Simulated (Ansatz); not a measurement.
## Phonon dispersion of HfTi5N6

Theory: DFT PBE, scalar-relativistic, plane waves, PAW in Ansatz. Plane waves to 420 eV; Γ-centred k mesh 12×12×4; Fermi-Dirac smearing of 0.15 eV. No spin polarisation. Phonons by linear response, acoustic sum rule imposed.

The cell, relaxed at this level:
```xyz
12
Lattice="3.0532 0.0000 0.0000 0.0000 3.0532 0.0000 0.0000 0.0000 12.9293" Properties=species:S:1:pos:R:3 pbc="T T T"
Hf    0.0000    0.0000    0.0000
Ti    1.5266    1.5266    2.3056
Ti    0.0000    0.0000    4.3417
Ti    1.5266    1.5266    6.4646
Ti    0.0000    0.0000    8.5876
Ti    1.5266    1.5266   10.6237
N     0.0000    0.0000    2.2237
N     1.5266    1.5266    4.3679
N     0.0000    0.0000    6.4646
N     1.5266    1.5266    8.5614
N     0.0000    0.0000   10.7056
N     1.5266    1.5266    0.0000
```

It was reached by relaxing an invented guess, and it needn't be the stable form of this composition. In a metal, frequencies and elastic constants depend on the k mesh and the smearing, soft modes and shear constants most. Some empty bands missed the eigensolver's threshold. Spin–orbit coupling is left out, which matters for heavy elements. The q mesh is coarse, so values between its points are rough.

Force constants from linear response on a 2×2×1 q mesh.

**Question.** Is the structure dynamically stable on the q mesh?

**Answer.** Yes, on this mesh: no mode is imaginary.

**Question.** Give the frequencies (cm⁻¹) at the zone-boundary points of high symmetry (interpolated where a point lies off the q mesh).

**Answer.**
| point | q | frequencies |
| --- | --- | --- |
| X | 0.000 0.500 0.000 | 100 140 145 159 164 168 168 177 192 196 219 222 230 251 268 270 288 288 376 481 481 483 498 498 503 509 512 518 520 530 543 561 564 578 652 688 |
| M | 0.500 0.500 0.000 | 121 196 196 239 239 241 242 243 253 253 254 254 257 258 260 260 264 264 373 469 469 482 482 485 485 489 489 502 502 522 551 560 571 574 626 626 |
| Z | 0.000 0.000 0.500 | 52 52 69 69 92 115 151 151 189 189 189 228 228 236 241 241 269 300 383 440 440 465 465 467 467 479 479 480 480 520 531 558 567 575 606 606 |
| R | 0.000 0.500 0.500 | 101 140 146 159 161 168 170 172 192 209 209 218 232 251 268 278 284 287 376 481 481 483 498 498 507 509 512 519 520 535 538 540 577 580 652 688 |
| A | 0.500 0.500 0.500 | 121 196 196 239 239 239 241 249 250 250 254 257 257 259 259 259 265 265 373 469 469 482 482 486 486 488 488 502 502 533 536 559 575 576 626 626 |
